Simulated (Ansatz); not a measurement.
Given:

TaAs:
```xyz
4
Lattice="-1.7026 1.7026 5.7544 1.7026 -1.7026 5.7544 1.7026 1.7026 -5.7544" Properties=species:S:1:pos:R:3 pbc="T T T"
Ta     0.0000     0.0000    11.4971
Ta     0.0000     1.7026     2.8655
As     0.0000     0.0000     4.7993
As     1.7026     0.0000     1.9221
```

This is the LDA-relaxed structure.

**Question.** All from plane-wave PAW LDA (Ansatz code), unless another level is named. Predict the highest zone-centre frequency.

**Answer.** 266 cm⁻¹.

**Question.** Give the bulk modulus (Birch–Murnaghan fit).

**Answer.** 197 GPa.

Space group I4_1md. The LDA relaxation kept the symmetry of its start; of distortions, only those at the zone centre were tested. The run is not spin-polarised. A small band overlap can be real or an error of a semilocal functional. As this level gives no gap, phonon frequencies hold no LO–TO term and depend on the k-mesh and smearing (Fermi–Dirac, 0.1 eV here). Spin–orbit coupling is left out wherever it is not named.

Potentials: the later of the program's two PAW sets.
